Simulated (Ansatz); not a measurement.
### Question
Name crystals whose computed values (plane-wave PAW r²SCAN (Ansatz code)) fall in these windows: ε0 4.2 to 5.9; electron conductivity mass (mₑ) 0.28 to 0.38; HSE06 gap (eV) 4.0 to 5.6.

### Answer


```
crystal          ε0  electron conductivity mass (mₑ)  HSE06 gap (eV)
-------------  ----  -------------------------------  --------------
KI, rock salt  5.00                             0.34            4.94
```
Others may fit too.

The cell was relaxed under the symmetry of its start. Scalar-relativistic: spin–orbit coupling is off unless named, which matters more the heavier the elements.

Potentials: the later of the program's two PAW sets.
